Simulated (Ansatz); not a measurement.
Starting cell, GaAs (zinc blende):

```xyz
4
Lattice="0.0000 5.7456 5.7456 2.8728 2.8728 5.7456 2.8728 2.8728 0.0000" Properties=species:S:1:pos:R:3 pbc="T T T"
As     4.3092    10.0548    10.0548
As     4.3092     7.1820     7.1820
Ga     0.0000     0.0000     0.0000
Ga     2.8728     5.7456     2.8728
```

A phonon eigenvector at X = (0.5, 0.5, 0.0) is frozen into this cell: atom i moves by Q times the vector below, so Q is the largest atomic displacement, in Å. The cell is held. (q is in reciprocal vectors of the primitive cell; the cell shown is doubled to hold the pattern.)

```csv
atom,x,y,z
Ga3,0.000,0.000,-1.000
Ga4,0.000,0.000,1.000
```

Atoms not listed stay in place.

Calculation: PBE (plane waves to 420 eV, PAW, scalar-relativistic; Ansatz, a quantum-chemistry and plane-wave program). k mesh 10×10×10 (Γ-centred), Fermi-Dirac smearing 0.05 eV. Energies are smeared free energies. GaAs was relaxed with its symmetry unable to fall. The zero of ΔE is the undisplaced structure.

| Q (Å) | ΔE (meV/cell) |
|---|---|
| -0.2800 | withheld |
| -0.2333 | 686 |
| -0.1867 | 441 |
| -0.1400 | 249 |
| -0.0933 | 111 |
| -0.0467 | 28 |
| 0.0000 | 0 |
| 0.0467 | 28 |
| 0.0933 | 111 |
| 0.1400 | 249 |
| 0.1867 | 441 |
| 0.2333 | 686 |
| 0.2800 | withheld |

Question: Fit an even polynomial form (powers 2, 4) to the given rows and predict ΔE at Q = -0.2800.

Answer: Least squares on the 11 given rows: ΔE = (12760)·Q² + (-2822)·Q⁴, in meV/cell with Q in Å; root-mean-square residual 0.2 meV/cell. At -0.2800 the fit gives 983 meV/cell; the calculation gives 980 meV/cell, so the extrapolation is off by 3 (+0.3 %). The quadratic term alone would give 1000 meV/cell.

(For displaced atoms, the force is minus the slope of the energy, and its curvature is a force constant, which sets phonon frequencies.)
